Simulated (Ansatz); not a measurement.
Al:
```
Al
1.0
   -1.59354     1.59354     1.59354
    1.59354    -1.59354     1.59354
    1.59354     1.59354    -1.59354
Al
1
Cartesian
  0.00000   0.00000   0.00000
```

Relaxed with r²SCAN. Special points in fractions of this cell's reciprocal vectors: Γ (0.000, 0.000, 0.000); H (0.500, -0.500, 0.500); N (0.000, 0.000, 0.500); P (0.250, 0.250, 0.250).

**Question.** List the band energies nearest the Fermi level at these points for plane-wave PAW r²SCAN (Ansatz code).

**Answer.** In eV from the Fermi level; about four levels below and three above (degenerate sets whole), none deeper than 8.9 eV; … stands for higher levels left out; points with the same levels are listed once.

```tsv
k	below	above
Γ	–	14.06 14.06 14.06
H	–	2.01 2.01 2.01
N	-4.82 -4.06	8.67 8.96 …
P	-1.21 -1.21 -1.21	0.88 …
```

Space group Im-3m (bcc (W type)). The first step of the workflow began from a Materials Project structure, measured or hypothetical; the Crystallography Open Database copy checked does not list it. It is not the phase usual at ambient conditions (space group No. 225). The cell was relaxed with r²SCAN under the symmetry of its start. At this level the phase is mechanically unstable.

Potentials: the earlier of the program's two PAW sets.
